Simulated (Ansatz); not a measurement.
An Ansatz (a program for electronic structure) run. Input:

Ansatz 0.2 input:
```yaml
crystal:
  lattice:
    - [0.0, 3.1629383476, 3.1629383476]
    - [3.1629383476, 0.0, 3.1629383476]
    - [3.1629383476, 3.1629383476, 0.0]
  atoms:
    - { symbol: Si, position: [0.0, 0.0, 0.0] }
    - { symbol: Mg, position: [0.25, 0.25, 0.25] }
    - { symbol: Mg, position: [0.75, 0.75, 0.75] }
kpoints:
  mp_grid: { grid: [7, 7, 7] }
basis: { xc_grid: 2 }
hamiltonian:
  xc: pbesol
  pseudopotentials: { kind: paw }
scf:
  occupations: { method: fixed }
output:
  optics: { e_range: [0.0, 15.0], de: 0.05, sigma: 0.1, bands: { spectra_wanted_up_to: 12 eV } }
```

Output (shortened):

```
output.optics: the spectra are integrated over the Brillouin zone by k·p interpolation around the k-points, where levels, occupations, output.optics.sigma and …
Pseudopotentials: kind: paw
Pseudopotential: Si, paw, valence charge 4
Pseudopotential: Mg, paw, valence charge 10
Functional definition: PBEsol
Crystal: 3 atoms, lattice volume = 63.285 Å³
Basis set: ecut = 420 eV, 1243 PW (Γ), exchange–correlation on 60×60×60 points (8 copies of the dense FFT grid, shifted against one another)
Bands: 16, of which v1, the nominal top of the filled ones, is band 12 counted from 1 (11 counted from 0)
Symmetry: 48 space group operations
Space group: Fm-3m (ITA 225), of the structure as read, at distance tolerance 4.0e-5 Å
k-points: 20 of 343
PAW frozen core: Si, regenerated for the run's functional, and the local potential with it
PAW frozen core: Mg, regenerated for the run's functional, and the local potential with it
Initial wavefunctions: pseudopotential atomic-orbital guess
Eigensolver: davidson
Functional: x = pbesol(κ = 0.804, μ = 0.12345679012345678), c = pbesol(β = 0.046)
SCF iter   1: F=—  HF=-4446.073969 eV  |F-HF|=—  |Δ(HF+E_count)|=         —  Δρ=5.70e-3  dr2=4.99e-2  ethr=1.77e-3  ⟨swp⟩=5.0  Hψ=1463  notcnv=0  defer=32
all-band conjugate gradients solve this SCF's bands
preconditioner: auto → none
SCF iter   2: F=—  HF=-4446.057093 eV  |F-HF|=—  |Δ(HF+E_count)|=   1.69e-2  Δρ=1.45e-3  dr2=1.26e-3  ethr=2.08e-4  ⟨swp⟩=2.0  Hψ=578  notcnv=0  defer=38
SCF iter   3: F=—  HF=-4446.056979 eV  |F-HF|=—  |Δ(HF+E_count)|=   1.14e-4  Δρ=5.97e-4  dr2=2.36e-4  ethr=5.23e-6  ⟨swp⟩=2.1  Hψ=375  notcnv=0  defer=35
SCF iter   4: F=—  HF=-4446.056982 eV  |F-HF|=—  |Δ(HF+E_count)|=   2.22e-6  Δρ=5.62e-5  dr2=1.46e-6  ethr=9.82e-7  ⟨swp⟩=1.0  Hψ=320  notcnv=0  defer=19
SCF iter   5: F=—  HF=-4446.056966 eV  |F-HF|=—  |Δ(HF+E_count)|=   1.60e-5  Δρ=7.12e-6  dr2=2.12e-8  ethr=6.09e-9  ⟨swp⟩=2.9  Hψ=598  notcnv=0  defer=1
SCF iter   6: F=—  HF=-4446.056966 eV  |F-HF|=—  |Δ(HF+E_count)|=   9.46e-9  Δρ=4.71e-7  dr2=1.37e-10  ethr=8.85e-11  ⟨swp⟩=2.0  Hψ=382  notcnv=0  defer=1
SCF iter   7: F=-4446.056966 eV  HF=-4446.056966 eV  |F-HF|=1.82e-12  |Δ(HF+E_count)|=  1.55e-11  Δρ=4.58e-8  dr2=7.45e-13  ethr=1.00e-12  ⟨swp⟩=5.0  Hψ=1154  notcnv=0
SCF 1 converged in 7 iterations: F = -4446.056966 eV  dr2 = 7.45e-13
NSCF: frozen V_eff on 20 k-points
Optics k sum: 0 of 20 k-points
Optics k sum: 1 of 20 k-points
Optics k sum: 2 of 20 k-points
Optics k sum: 3 of 20 k-points
Optics k sum: 4 of 20 k-points
Optics k sum: 5 of 20 k-points
Optics k sum: 6 of 20 k-points
Optics k sum: 7 of 20 k-points
Optics k sum: 8 of 20 k-points
Optics k sum: 9 of 20 k-points
Optics k sum: 10 of 20 k-points
Optics k sum: 11 of 20 k-points
Optics k sum: 12 of 20 k-points
Optics k sum: 13 of 20 k-points
Optics k sum: 14 of 20 k-points
Optics k sum: 15 of 20 k-points
Optics k sum: 16 of 20 k-points
Optics k sum: 17 of 20 k-points
Optics k sum: 18 of 20 k-points
Optics k sum: 19 of 20 k-points
Optics k sum: 20 of 20 k-points
Optics k sum: 0 of 20 k-points
Optics k sum: 1 of 20 k-points
Optics k sum: 2 of 20 k-points
Optics k sum: 3 of 20 k-points
Optics k sum: 4 of 20 k-points
Optics k sum: 5 of 20 k-points
Optics k sum: 6 of 20 k-points
Optics k sum: 7 of 20 k-points
Optics k sum: 8 of 20 k-points
Optics k sum: 9 of 20 k-points
Optics k sum: 10 of 20 k-points
Optics k sum: 11 of 20 k-points
Optics k sum: 12 of 20 k-points
Optics k sum: 13 of 20 k-points
Optics k sum: 14 of 20 k-points
Optics k sum: 15 of 20 k-points
Optics k sum: 16 of 20 k-points
Optics k sum: 17 of 20 k-points
Optics k sum: 18 of 20 k-points
Optics k sum: 19 of 20 k-points
Optics k sum: 20 of 20 k-points
NSCF: frozen V_eff on 1 k-points
NSCF: frozen V_eff on 1 k-points
NSCF: frozen V_eff on 1 k-points
NSCF: frozen V_eff on 1 k-points
output.optics: what the bands over the 30 summed would add to eps1, eps2 and the energy-loss function is held between a lower and an upper bound (9 Lanczos …
SCF converged after 7 iterations
Free energy (F): -4446.056966 eV
Harris-Foulkes:  -4446.056966 eV  (|F-HF|=1.82e-12)
Internal energy: -4446.056966 eV  (E = F + TS)
E sigma→0 (E₀):  -4446.056966 eV
Fermi energy:    5.940101 eV
--- Per-component energies (eV) ---
  E_band       = -699.117271
  E_kinetic    = 190.936150
  E_local      = -3390.725004  (includes V_loc(G=0)·N_el)
  E_nonlocal   = 218.397553
  E_hartree    = 1229.406338
  E_xc         = -111.741029
  E_vxc        = -120.857492  (∫ρ·V_xc dr)
  E_paw        = -1061.238758  (= ΣΔE_a)
  E_vpaw       = -55.681152  (= ΣTr[D̂ρ^β])
  E_aug_tail   = 0.000001  (compensation charges beyond the density's cutoff)
  E_ewald      = -1521.241502
  E_core_change = 0.149285  (= ΣΔE_core)
  E_smearing   =  0.000000  (= −TS)
  E_closure    =  0.000000  (closes the sum)
  Σ components = -4446.056966   (vs F -4446.056966, Δ=0.00e0)
  [band-id]    e_kinetic+e_local+e_nonlocal+2·e_hartree+e_vxc+e_vpaw+e_augmentation_tail = -699.117268   (vs E_band -699.117271, Δ=2.54e-6)
--- Band table (eV; the first three rows and the last of 20) ---
  k-point 0: bands = ["-69.5910", "-69.5876", "-36.5394", "-36.5394", "-36.5394", "-36.5239", "-36.5239", "-36.5239", "-3.2310", "5.9401", "5.9401", "5.9401", "7.8138", "8.4980", "8.4980", "8.4980"]
  k-point 1: bands = ["-69.5908", "-69.5878", "-36.5387", "-36.5386", "-36.5386", "-36.5247", "-36.5247", "-36.5247", "-3.0451", "4.5379", "5.7446", "5.7446", "7.9376", "8.8348", "8.8348", "9.4642"]
  k-point 2: bands = ["-69.5904", "-69.5883", "-36.5368", "-36.5365", "-36.5365", "-36.5271", "-36.5268", "-36.5268", "-2.5269", "2.6837", "5.4359", "5.4359", "7.5084", "8.8658", "8.8658", "11.0200"]
  k-point 19: bands = ["-69.5894", "-69.5892", "-36.5426", "-36.5412", "-36.5340", "-36.5296", "-36.5226", "-36.5214", "-1.2137", "2.1571", "2.3114", "3.6843", "7.8002", "9.4170", "10.2410", "10.3187"]
  band table: 16 of 16 bands, residual norms ≤ 1.0e-3 eV
```

Cost: around 17 core-seconds (rough) on shared cores.

Symmetry was held in the PBEsol relaxation.

Potentials: the later of the program's two PAW sets.

Ansatz is a plane-wave DFT program.
